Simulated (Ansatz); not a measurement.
BP (zinc blende)

```xyz
4
Lattice="0.0000 4.5485 4.5485 2.2742 2.2742 4.5485 2.2742 2.2742 0.0000" Properties=species:S:1:pos:R:3 pbc="T T T"
P      3.4114     3.4114     3.4114
P      3.4114     5.6856     5.6856
B      0.0000     0.0000     0.0000
B      2.2742     4.5485     6.8227
```

The atoms are displaced by Q × the pattern below (from a DFPT mode at X = (0.5, 0.5, 0.0), largest move 1; Q in Å), at fixed cell. (q is in reciprocal vectors of the primitive cell; the cell shown is doubled to hold the pattern.)

```csv
atom,x,y,z
P1,0.000,0.000,1.000
P2,0.000,0.000,-1.000
```

Atoms not listed stay in place.

Method: PBE (plane waves to 420 eV, PAW, scalar-relativistic; Ansatz, a program for electronic structure). k mesh 12×12×12 (Γ-centred), Fermi-Dirac smearing 0.05 eV. The energy includes the smearing's −TS. BP was relaxed with its symmetry unable to fall. The zero of ΔE is the undisplaced structure.

The scan covers Q from -0.180 to 0.180 Å in 13 points.

**Question.** Is this a single well or a double well?

**Answer.** A single well with its minimum at or next to zero displacement.

**Question.** Which space group does the distorted structure have?

**Answer.** P-4m2 (No. 115), lowered from F-43m.

**Question.** What is the energy change at Q = 0.180 Å?

**Answer.** 1001 meV/cell.

**Question.** What harmonic wavenumber does the curvature at Q = 0 give?

**Answer.** 525 cm⁻¹.

(A displaced cell: forces are minus the slopes of the energy, force constants its curvatures, and phonons follow from these.)
